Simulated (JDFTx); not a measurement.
System: Zn(1 0 -1 0) (P6_3/mmc bulk; lattice of mp-79, not re-optimised at this level), 1x1 cell of 8 atoms in 8 planes, area 12.74 Å² a face, 7.7 Å between the outermost planes in a cell 23.5 Å high; k mesh 8×4×1, Fermi width 0.01 Ha, no spin polarisation.

Computed with JDFTx (a modified build): PBE, GBRV ultrasoft potentials, plane waves to 20/100 Ha. Liquid on both sides: linear PCM (GLSSA13), water, 1 M NaF; nuclei fixed. 

Charging data:

```json
[
 {"U − U_pzc (V)": "-0.92", "σ (μC/cm²)": "-12.58"},
 {"U − U_pzc (V)": "-0.72", "σ (μC/cm²)": "-10.04"},
 {"U − U_pzc (V)": "0.00", "σ (μC/cm²)": "0.00"},
 {"U − U_pzc (V)": "0.13", "σ (μC/cm²)": "2.03"},
 {"U − U_pzc (V)": "0.28", "σ (μC/cm²)": "4.47"},
 {"U − U_pzc (V)": "0.85", "σ (μC/cm²)": "15.00"},
 {"U − U_pzc (V)": "0.88", "σ (μC/cm²)": "15.72"}
]
```

A calculation by hand: a check of Lippmann's equation. The grand free energy per area against the neutral slab, Δγ = [F(N) − F(N₀) − μ(N − N₀)]/2A, is taken from the total energies of the same runs.

| U − U_pzc (V) | Δγ (mJ/m²) |
|---|---|
| -0.92 | -59.8 |
| -0.72 | -37.1 |
| 0.00 | 0.0 |
| 0.13 | -1.3 |
| 0.28 | -6.2 |
| 0.85 | -60.2 |
| 0.88 | -65.3 |

Δγ is largest at zero charge and falls away from it, as dγ/dU = −σ demands. At -0.92 V the computed -59.8 mJ/m² stands beside -57.9 mJ/m² from the constant-capacitance formula.
